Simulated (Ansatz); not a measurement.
BN:
```cif
data_B2N2
_chemical_formula_sum 'B2 N2'
_space_group_name_H-M_alt 'P63/mmc'
_space_group_IT_number 194
_space_group_name_Hall '-P 6c 2c'
_cell_length_a 2.48831
_cell_length_b 2.48831
_cell_length_c 6.49510
_cell_angle_alpha 90.000
_cell_angle_beta 90.000
_cell_angle_gamma 120.000
loop_
_atom_site_label
_atom_site_type_symbol
_atom_site_symmetry_multiplicity
_atom_site_Wyckoff_symbol
_atom_site_fract_x
_atom_site_fract_y
_atom_site_fract_z
_atom_site_occupancy
B1 B 2 d 0.66667 0.33333 0.25000 1
N1 N 2 c 0.33333 0.66667 0.25000 1
```

Relaxed at zero pressure with LDA in the plane-wave PAW code Ansatz.

**Question.** The volume is lowered by 9 % and shape and atoms relax at that volume. What pressure results, and how do the axes share the change?

**Answer.** 4.3 GPa; a -0.3 %, b -0.3 %, c -8.4 %; the energy rises by 9 meV/atom.

**Question.** Give the new structure.

**Answer.** 
Space group P6₃/mmc (No. 194); a = b = 2.481 Å, c = 5.947 Å, α = β = 90.00°, γ = 120.00°

| atom | site | symmetry | x | y | z |
|---|---|---|---|---|---|
| B | 2d | -6m2 | 0.6667 | 0.3333 | 0.2500 |
| N | 2c | -6m2 | 0.3333 | 0.6667 | 0.2500 |

The phase is kept; no other phase was compared at this pressure.

Space group P6_3/mmc. Symmetry was held in the LDA relaxation; phonons on a q-mesh show no instability. A crystal of weakly bound layers computed without a dispersion correction: the cell and the soft elastic constants depend strongly on that.

Potentials: the earlier of the program's two PAW sets.
